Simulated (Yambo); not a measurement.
Yambo input for BP (zinc blende, space group F-43m, No. 216) under isotropic strain of +2 % on all lattice vectors (a = b = c = 3.261 Å, α = β = γ = 60.00°), on norm-conserving PBEsol (Quantum ESPRESSO, 76 Ry, scalar-relativistic) wavefunctions on a 16×16×16 mesh:

```
optics
chi
dipoles
kernel
FFTGvecs= 40 Ry
Chimod= "HARTREE"
NGsBlkXd= 4 Ry
% QpntsRXd
 1 | 1 |
%
% BndsRnXd
 1 | 15 |
%
GrFnTpXd= "R"
% EnRngeXd
 0.0 | 20.0 | eV
%
% DmRngeXd
 0.2 | 0.2 | eV
%
CGrdSpXd= 50
ETStpsXd= 161
% LongDrXd
 1.0 | 0.0 | 0.0 |
%
```

First lines of the file o-*.eps_q1_inv_rpa_dyson:

```
Absorption @ Q(1):   1.00000000     0.00000000     0.00000000    [q->0 direction]
#
# [ X ] Hartree size     :  27
# [GEN] GF Energies     : Perdew, Burke & Ernzerhof SOL(X)+Perdew, Burke & Ernzerhof SOL(C)
# [GEN] Green`s Function     : Retarded
#
# [GEN] Gauge     : Length
# [GEN] [r,Vnl] included     : yes
#
#    E[1] [eV]     Im(eps)     Re(eps)     Im(eps_o)     Re(eps_o)
#
     0.000000     0.10451E-13     9.077798     -0.14908E-17     9.725356
     0.125000     0.012483     9.081673     0.013876     9.729663
     0.250000     0.025057     9.093324     0.027854     9.742613
     0.375000     0.037815     9.112836     0.042038     9.764301
     0.500000     0.050853     9.140350     0.056538     9.794888
     0.625000     0.064275     9.176070     0.071469     9.834601
     0.750000     0.078193     9.220264     0.086959     9.883742
     0.875000     0.092731     9.273274     0.103145     9.942695
     1.000000     0.108029     9.335519     0.120187     10.01193
     1.125000     0.124249     9.407512     0.138266     10.09203
     1.250000     0.141578     9.489869     0.157591     10.18368
     1.375000     0.160237     9.583329     0.178413     10.28772
     1.500000     0.180495     9.688777     0.201032     10.40514
     1.625000     0.202677     9.807272     0.225816     10.53713
     1.750000     0.227193     9.940090     0.253223     10.68512
     1.875000     0.254559     10.08877     0.283834     10.85086
     2.000000     0.285449     10.25520     0.318404     11.03645
     2.125000     0.320756     10.44170     0.357932     11.24450
     2.250000     0.361704     10.65116     0.403789     11.47827
     2.375000     0.410026     10.88726     0.457911     11.74188
     2.500000     0.468281     11.15474     0.523150     12.04065
     2.625000     0.540446     11.45987     0.603930     12.38159
     2.750000     0.633104     11.81102     0.707564     12.77408
     2.875000     0.758065     12.21937     0.847129     13.23063
     3.000000     0.938443     12.69846     1.048175     13.76642
     3.125000     1.221204     13.25485     1.362549     14.38912
     3.250000     1.674181     13.84918     1.865552     15.05636
     3.375000     2.338633     14.40855     2.604894     15.68764
     3.500000     3.263351     14.69003     3.632765     16.01203
     3.625000     3.879727     14.53441     4.317887     15.86255
     3.750000     4.122223     14.74693     4.605817     16.12957
     3.875000     4.672594     15.22030     5.248426     16.67940
     4.000000     5.553907     15.66413     6.268066     17.18471
```
(The file goes on to the top of the energy range.) Convergence of the RPA response with its 16×16×16 mesh was not tested.

Geometry strained from the cell relaxed with PBEsol, atoms relaxed again.
